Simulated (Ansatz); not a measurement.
BaMgF$_{4}$:
```
BaMgF4
1.0
    2.04573    -7.28680     0.00000
    2.04573     7.28680     0.00000
    0.00000     0.00000     5.82281
Ba Mg F
2 2 8
Cartesian
  2.04573  -2.19718   0.85178
  2.04573   2.19718   3.76319
  2.04573  -6.05644   1.10527
  2.04573   6.05644   4.01668
  2.04573   1.15314   1.18617
  2.04573  -1.15314   4.09757
  2.04573  -4.41262   2.22001
  2.04573   4.41262   5.13142
  2.04573   6.87169   0.05052
  2.04573  -6.87169   2.96192
  2.04573   4.90242   2.44402
  2.04573  -4.90242   5.35543
```

Relaxed with PBEsol. Special points in fractions of this cell's reciprocal vectors: Γ (0.000, 0.000, 0.000); Y (-0.500, 0.500, 0.000); C0 (-0.270, 0.730, 0.000); Σ0 (0.270, 0.270, 0.000); Z (0.000, 0.000, 0.500); A0 (0.270, 0.270, 0.500); E0 (-0.270, 0.730, 0.500); T (-0.500, 0.500, 0.500); S (0.000, 0.500, 0.000); R (0.000, 0.500, 0.500).

List the band energies nearest the valence-band maximum at these points for plane-wave PAW PBEsol (Ansatz code).

In eV from the valence-band maximum; about four levels below and three above (degenerate sets whole), none deeper than 8.9 eV; points with the same levels are listed once.

| k | below | above |
|---|---|---|
| Γ | -0.31 -0.11 -0.07 -0.06 | 6.98 8.37 8.98 |
| Y | -0.26 -0.23 -0.19 -0.16 | 7.98 8.34 8.69 |
| C0 | -0.27 -0.21 -0.17 -0.02 | 8.49 8.87 8.96 |
| Z | -0.30 -0.30 -0.15 -0.15 | 8.36 8.36 9.02 9.02 |
| A0 | -0.12 -0.12 -0.04 -0.04 | 8.87 8.87 8.98 8.98 |
| T | -0.31 -0.31 -0.25 -0.25 | 8.46 8.46 9.28 9.28 |
| S | -0.29 -0.27 -0.14 -0.01 | 8.58 8.59 9.31 |
| R | -0.13 -0.13 -0.02 -0.02 | 8.82 8.82 9.02 9.02 |

Space group Cmc2_1. The workflow started from a Materials Project entry (that database holds measured and hypothetical structures alike); the Crystallography Open Database files this formula in space group No. 36, but the cells were not matched. Its standing as an ambient phase is unchecked. The cell was relaxed with PBEsol under the symmetry of its start; of distortions, only those at the zone centre were tested. Scalar-relativistic: spin–orbit coupling is off unless named, which matters more the heavier the elements.

Potentials: the earlier of the program's two PAW sets.
